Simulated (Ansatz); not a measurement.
C (graphite, P6_3/mmc), a = 2.4588 Å, b = 2.4588 Å, c = 7.3156 Å, α = 90.00°, β = 90.00°, γ = 120.00°.

Relaxed with PBEsol.

### Question
Which orbitals make up the states near the Fermi level in DFT-PBEsol in the program Ansatz with PAW potentials?

### Answer
Within 0.5 eV of the Fermi level: C 2p 99 %. Projections are on Löwdin-orthogonalised atomic valence shells; empty p or d shells of many metals are not among them.

### Question
Tabulate the density of states.

### Answer
States/eV per cell of 4 atoms, in 0.25 eV bins, energy from the Fermi level.

| E (eV) | total | C 2p | C 2s |
|---|---|---|---|
| -7.85 | 1.11 | 0.98 | 0.11 |
| -7.60 | 1.22 | 1.10 | 0.11 |
| -7.35 | 1.34 | 1.22 | 0.10 |
| -7.10 | 1.58 | 1.47 | 0.10 |
| -6.85 | 1.71 | 1.61 | 0.09 |
| -6.60 | 1.89 | 1.81 | 0.07 |
| -6.35 | 2.23 | 2.14 | 0.07 |
| -6.10 | 1.64 | 1.58 | 0.05 |
| -5.85 | 1.54 | 1.49 | 0.05 |
| -5.60 | 1.37 | 1.32 | 0.04 |
| -5.35 | 1.35 | 1.31 | 0.04 |
| -5.10 | 1.34 | 1.31 | 0.03 |
| -4.85 | 1.25 | 1.22 | 0.02 |
| -4.60 | 1.20 | 1.18 | 0.02 |
| -4.35 | 1.17 | 1.15 | 0.02 |
| -4.10 | 1.15 | 1.13 | 0.01 |
| -3.85 | 1.12 | 1.11 | 0.01 |
| -3.60 | 1.11 | 1.10 | 0.01 |
| -3.35 | 1.11 | 1.11 | 0.00 |
| -3.10 | 1.04 | 1.04 | 0.00 |
| -2.85 | 0.77 | 0.77 | 0.00 |
| -2.60 | 0.93 | 0.93 | 0.00 |
| -2.35 | 0.96 | 0.96 | 0.00 |
| -2.10 | 0.75 | 0.75 | 0.00 |
| -1.85 | 0.54 | 0.53 | 0.00 |
| -1.60 | 0.42 | 0.42 | 0.00 |
| -1.35 | 0.33 | 0.33 | 0.00 |
| -1.10 | 0.26 | 0.26 | 0.00 |
| -0.85 | 0.19 | 0.19 | 0.00 |
| -0.60 | 0.13 | 0.13 | 0.00 |
| -0.35 | 0.07 | 0.07 | 0.00 |
| -0.10 | 0.01 | 0.01 | 0.00 |
| 0.15 | 0.02 | 0.02 | 0.00 |
| 0.40 | 0.09 | 0.09 | 0.00 |
| 0.65 | 0.16 | 0.16 | 0.00 |
| 0.90 | 0.24 | 0.24 | 0.00 |
| 1.15 | 0.36 | 0.36 | 0.00 |
| 1.40 | 0.70 | 0.68 | 0.00 |
| 1.65 | 1.00 | 0.96 | 0.00 |
| 1.90 | 0.94 | 0.90 | 0.00 |
| 2.15 | 0.74 | 0.71 | 0.00 |
| 2.40 | 0.64 | 0.61 | 0.00 |
| 2.65 | 0.58 | 0.55 | 0.00 |
| 2.90 | 0.54 | 0.52 | 0.00 |
| 3.15 | 0.50 | 0.48 | 0.00 |
| 3.40 | 0.48 | 0.46 | 0.00 |
| 3.65 | 0.52 | 0.44 | 0.00 |
| 3.90 | 0.54 | 0.42 | 0.00 |
| 4.15 | 0.55 | 0.40 | 0.00 |
| 4.40 | 0.56 | 0.39 | 0.00 |
| 4.65 | 0.56 | 0.38 | 0.00 |

The PBEsol relaxation kept the symmetry of its start. A crystal of weakly bound layers computed without a dispersion correction: the cell and the soft elastic constants depend strongly on that.

Potentials: the later of the program's two PAW sets.
